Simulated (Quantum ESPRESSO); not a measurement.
# InAl2GaP4: convergence and cost over cutoff and k mesh

Computed values, not a measurement. The program is pw.x of Quantum ESPRESSO 7.5 (plane-wave density functional theory). The cell is made up: 8 atoms on a zincblende/diamond lattice, with randomly drawn elements, strain and displacements, not relaxed. PseudoDojo standard norm-conserving files (v0.5 for PBE, v0.4.1 for LDA and PBEsol) set the functional; there is no spin polarisation, spin-orbit coupling or dispersion term, and the masses in the input are unused placeholders.

Input of the run in row 4:

```
&control calculation='scf', pseudo_dir='./dojo.nc.sr.pbe.v0_5.standard.upf', outdir='./o', disk_io='medium', tprnfor=.true., tstress=.true. /
&system ibrav=0, nat=8, ntyp=4, nbnd=32, ecutwfc=79.96652505, nosym=.true., tot_charge=0,
 occupations='smearing', smearing='fd', degauss=0.0018374661
/
&electrons conv_thr=7.350e-09, electron_maxstep=60, /
ATOMIC_SPECIES
Al 1.0 Al.upf
Ga 1.0 Ga.upf
In 1.0 In.upf
P 1.0 P.upf
CELL_PARAMETERS angstrom
5.6079 -0.0325 -0.0359
-0.0325 5.7213 0.0159
-0.0359 0.0159 5.5693
ATOMIC_POSITIONS angstrom
In -0.0153 0.0021 0.0187
Al -0.0437 2.8942 2.7842
Al 2.7647 -0.0158 2.7612
Ga 2.7734 2.8345 -0.0079
P 1.3981 1.4404 1.3876
P 1.3404 4.283 4.157
P 4.1245 1.3822 4.1834
P 4.1683 4.2746 1.3972
K_POINTS automatic
4 4 4 1 1 1
```

The same cell was run at these settings. Meshes are shifted by half a step, and differences are from the last row, which is itself not exact.

| cutoff (eV) | k mesh | k points solved | threshold (eV) | free energy less the last row's (eV) | pressure (GPa) | largest stress difference (GPa) | largest force difference (eV/Å) | iterations | wall time (s) | k-point pools | processor |
| --- | --- | --- | --- | --- | --- | --- | --- | --- | --- | --- | --- |
| 762 | 2 x 2 x 2 | 4 | 1e-04 | 2.141 | -13.72 | 13.95 | 0.035 | 7 | 35 | 1 | AMD EPYC, Zen 5 class |
| 1088 | 1 x 1 x 1 | 1 | 1e-07 | 7.637 | 4.92 | 4.98 | 0.212 | 11 | 52 | 1 | AMD EPYC, Zen 5 class |
| 548 | 4 x 4 x 4 | 32 | 1e-07 | 38.061 | -142.36 | 142.71 | 0.042 | 10 | 68 | 1 | AMD EPYC, Zen 5 class |
| 1088 | 4 x 4 x 4 | 32 | 1e-07 | 0.006 | 0.14 | 0.01 | 0.001 | 10 | 386 | 1 | AMD EPYC, Zen 5 class |
| 1377 | 6 x 6 x 6 | 108 | 1e-07 | 0.000 | 0.14 | 0.00 | 0.000 | 10 | 1818 | 1 | AMD EPYC, Zen 5 class |

Each pool is one process. Wall times include start-up and a band step at six k points, which weighs most on the coarsest meshes. The runs were on shared virtual cores whose load varied, so times are rough.